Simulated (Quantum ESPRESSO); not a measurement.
## ZnAl3As3S (input and log of a self-consistent run)

Computed values, not a measurement. The program is pw.x of Quantum ESPRESSO 7.5 (plane-wave density functional theory). The cell is made up: 8 atoms on a zincblende/diamond lattice, with randomly drawn elements, strain and displacements, not relaxed. PseudoDojo standard norm-conserving files (v0.5 for PBE, v0.4.1 for LDA and PBEsol) set the functional; there is no spin polarisation, spin-orbit coupling or dispersion term, and the masses in the input are unused placeholders.

Input:

```
&control calculation='scf', pseudo_dir='./dojo.nc.sr.pbe.v0_5.standard.upf', outdir='./o', disk_io='medium', tprnfor=.true., tstress=.true. /
&system ibrav=0, nat=8, ntyp=4, nbnd=46, ecutwfc=84.00895049, nosym=.true., tot_charge=0,
 occupations='smearing', smearing='fd', degauss=0.0018374661
/
&electrons conv_thr=7.350e-09, electron_maxstep=60, /
ATOMIC_SPECIES
Al 1.0 Al.upf
As 1.0 As.upf
S 1.0 S.upf
Zn 1.0 Zn.upf
CELL_PARAMETERS angstrom
5.8616 0.1377 0.0
0.1377 5.8616 0.0
0.0 0.0 5.8616
ATOMIC_POSITIONS angstrom
Zn -0.1542 0.1155 0.0305
Al 0.0701 2.8422 2.9434
Al 2.9625 0.099 2.9416
Al 2.9219 3.0476 -0.0468
As 1.36 1.4639 1.4875
As 1.7408 4.4887 4.3409
As 4.5598 1.6062 4.1311
S 4.4253 4.4966 1.6001
K_POINTS automatic
4 4 4 1 1 1
```

The log is shortened where brackets say so; the opening notice, blank lines, dates and the lines on written files are dropped, and the path of the files is cut. It prints rydbergs, bohrs and kilobars, and counts compression as positive stress. With no partly filled state, the Fermi energy that it prints is only some level between the filled and the empty states on the mesh, and need not lie in the true gap.

```
     Program PWSCF v.7.5
     Parallel version (MPI & OpenMP), running on       1 processor cores
     Number of MPI processes:                 1
     Threads/MPI process:                     1
     [start-up lines left out]
     bravais-lattice index     =            0
     lattice parameter (alat)  =      11.0799  a.u.
     unit-cell volume          =    1358.3303 (a.u.)^3
     number of atoms/cell      =            8
     number of atomic types    =            4
     number of electrons       =        80.00
     number of Kohn-Sham states=           46
     kinetic-energy cutoff     =      84.0090  Ry
     charge density cutoff     =     336.0358  Ry
     scf convergence threshold =      7.3E-09
     mixing beta               =       0.7000
     number of iterations used =            8  plain     mixing
     Exchange-correlation= PBE
                           (   1   4   3   4   0   0   0)
     [axes and pseudopotential details left out]
   Cartesian axes
     site n.     atom                  positions (alat units)
         1        Zn     tau(   1) = (  -0.0262996   0.0196991   0.0052019  )
         2        Al     tau(   2) = (   0.0119559   0.4847509   0.5020111  )
         3        Al     tau(   3) = (   0.5052687   0.0168849   0.5017041  )
         4        Al     tau(   4) = (   0.4983442   0.5197829  -0.0079820  )
         5        As     tau(   5) = (   0.2319546   0.2496752   0.2537003  )
         6        As     tau(   6) = (   0.2969018   0.7655695   0.7403615  )
         7        As     tau(   7) = (   0.7776959   0.2739452   0.7045791  )
         8        S      tau(   8) = (   0.7547563   0.7669168   0.2729048  )
     number of k points=    32  Fermi-Dirac smearing, width (Ry)=  0.0018
                       cart. coord. in units 2pi/alat
        k(    1) = (   0.1221646   0.1221646   0.1250345), wk =   0.0625000
        k(    2) = (   0.1221646   0.1221646   0.3751035), wk =   0.0625000
     [further k points left out]
     Dense  grid:   141363 G-vectors     FFT dimensions: (  72,  72,  72)
     Estimated max dynamical RAM per process >     204.52 MB
     Initial potential from superposition of free atoms
     starting charge      79.9918, renormalised to      80.0000
     Starting wfcs are   53 randomized atomic wfcs
     total cpu time spent up to now is       15.2 secs
     per-process dynamical memory:   113.9 Mb
     Self-consistent Calculation
     iteration #  1     ecut=    84.01 Ry     beta= 0.70
     Davidson diagonalization with overlap
     ethr =  1.00E-02,  avg # of iterations =  4.0
     Threshold (ethr) on eigenvalues was too large:
     Diagonalizing with lowered threshold
     Davidson diagonalization with overlap
     ethr =  4.67E-04,  avg # of iterations =  2.0
     total cpu time spent up to now is       84.9 secs
     total energy              =   -1090.49590221 Ry
     estimated scf accuracy    <       0.37474816 Ry
     iteration #  2     ecut=    84.01 Ry     beta= 0.70
     Davidson diagonalization with overlap
     ethr =  4.68E-04,  avg # of iterations =  4.3
     total cpu time spent up to now is      118.0 secs
     total energy              =   -1090.57120894 Ry
     estimated scf accuracy    <       0.17730200 Ry
     iteration #  3     ecut=    84.01 Ry     beta= 0.70
     Davidson diagonalization with overlap
     ethr =  2.22E-04,  avg # of iterations =  2.0
     total cpu time spent up to now is      147.7 secs
     total energy              =   -1090.61222327 Ry
     estimated scf accuracy    <       0.01322812 Ry
     iteration #  4     ecut=    84.01 Ry     beta= 0.70
     Davidson diagonalization with overlap
     ethr =  1.65E-05,  avg # of iterations =  8.2
     total cpu time spent up to now is      197.4 secs
     total energy              =   -1090.61569350 Ry
     estimated scf accuracy    <       0.00175490 Ry
     iteration #  5     ecut=    84.01 Ry     beta= 0.70
     Davidson diagonalization with overlap
     ethr =  2.19E-06,  avg # of iterations =  4.5
     total cpu time spent up to now is      233.8 secs
     total energy              =   -1090.61596058 Ry
     estimated scf accuracy    <       0.00012545 Ry
     iteration #  6     ecut=    84.01 Ry     beta= 0.70
     Davidson diagonalization with overlap
     ethr =  1.57E-07,  avg # of iterations =  3.2
     total cpu time spent up to now is      274.5 secs
     total energy              =   -1090.61599201 Ry
     estimated scf accuracy    <       0.00001179 Ry
     iteration #  7     ecut=    84.01 Ry     beta= 0.70
     Davidson diagonalization with overlap
     ethr =  1.47E-08,  avg # of iterations =  3.6
     total cpu time spent up to now is      320.0 secs
     total energy              =   -1090.61599568 Ry
     estimated scf accuracy    <       0.00000332 Ry
     iteration #  8     ecut=    84.01 Ry     beta= 0.70
     Davidson diagonalization with overlap
     ethr =  4.15E-09,  avg # of iterations =  2.0
     total cpu time spent up to now is      353.9 secs
     total energy              =   -1090.61599616 Ry
     estimated scf accuracy    <       0.00000047 Ry
     iteration #  9     ecut=    84.01 Ry     beta= 0.70
     Davidson diagonalization with overlap
     ethr =  5.83E-10,  avg # of iterations =  2.0
     total cpu time spent up to now is      397.6 secs
     total energy              =   -1090.61599625 Ry
     estimated scf accuracy    <       0.00000005 Ry
     iteration # 10     ecut=    84.01 Ry     beta= 0.70
     Davidson diagonalization with overlap
     ethr =  5.93E-11,  avg # of iterations =  3.8
     total cpu time spent up to now is      472.0 secs
     total energy              =   -1090.61599627 Ry
     estimated scf accuracy    <          9.2E-09 Ry
     iteration # 11     ecut=    84.01 Ry     beta= 0.70
     Davidson diagonalization with overlap
     ethr =  1.15E-11,  avg # of iterations =  2.0
     total cpu time spent up to now is      530.7 secs
     End of self-consistent calculation
          k = 0.1222 0.1222 0.1250 ( 17649 PWs)   bands (ev):
  -119.9004 -74.0638 -74.0475 -74.0432 -29.1370 -29.1233 -29.0925 -29.0916
   -29.0872 -29.0751 -29.0693 -29.0638 -29.0616 -29.0589 -28.9046 -28.9014
   -28.8437 -28.8358 -28.8227  -7.4302  -5.3658  -4.4189  -4.2664  -0.8891
    -0.8708  -0.8444  -0.8161  -0.7959  -0.0323   0.3821   1.0260   2.2014
     2.4743   2.9155   3.2988   3.4925   3.8475   4.0821   4.8751   5.6351
     6.8283   7.2276   7.5676   7.8387   8.1000   8.3294
     [levels at the other k points left out]
     the Fermi energy is     6.2409 ev
!    total energy              =   -1090.61599627 Ry
     estimated scf accuracy    <          8.1E-10 Ry
     smearing contrib. (-TS)   =      -0.00000000 Ry
     internal energy E=F+TS    =   -1090.61599627 Ry
     The total energy is F=E-TS. E is the sum of the following terms:
     one-electron contribution =    -887.78712377 Ry
     hartree contribution      =     466.80860369 Ry
     xc contribution           =    -199.91914362 Ry
     ewald contribution        =    -469.71833257 Ry
     convergence has been achieved in  11 iterations
     Forces acting on atoms (cartesian axes, Ry/au):
     atom    1 type  4   force =     0.02406020   -0.01314078   -0.01657751
     atom    2 type  1   force =     0.04301577    0.07894471   -0.01544490
     atom    3 type  1   force =    -0.00421742    0.00684400   -0.01230993
     atom    4 type  1   force =     0.02009152   -0.03341070    0.01230319
     atom    5 type  2   force =     0.04398322   -0.00063488   -0.03243748
     atom    6 type  2   force =    -0.06376909    0.00498099    0.00625803
     atom    7 type  2   force =    -0.06972458   -0.03310747    0.08483326
     atom    8 type  3   force =     0.00656038   -0.01047585   -0.02662466
     Total force =     0.179913     Total SCF correction =     0.000149
     Computing stress (Cartesian axis) and pressure
          total   stress  (Ry/bohr**3)                   (kbar)     P=      -38.57
  -0.00028133  -0.00007620  -0.00006603          -41.39      -11.21       -9.71
  -0.00007620  -0.00025129  -0.00008312          -11.21      -36.97      -12.23
  -0.00006603  -0.00008312  -0.00025405           -9.71      -12.23      -37.37
     init_run     :     12.47s CPU     15.09s WALL (       1 calls)
     electrons    :    485.90s CPU    515.53s WALL (       1 calls)
     forces       :      6.41s CPU      6.58s WALL (       1 calls)
     stress       :     21.26s CPU     22.17s WALL (       1 calls)
     [timing details left out]
     PWSCF        :   8m46.26s CPU   9m20.02s WALL
     JOB DONE.
```

In other units: free energy -14838.587 eV for the cell, pressure -3.86 GPa, largest force component 2.181 eV/Å. A rerun of this cell at 1437 eV and a 6 x 6 x 6 mesh moved values by no more than 0.006 eV in energy, 0.02 GPa in stress and 0.003 eV/Å in force.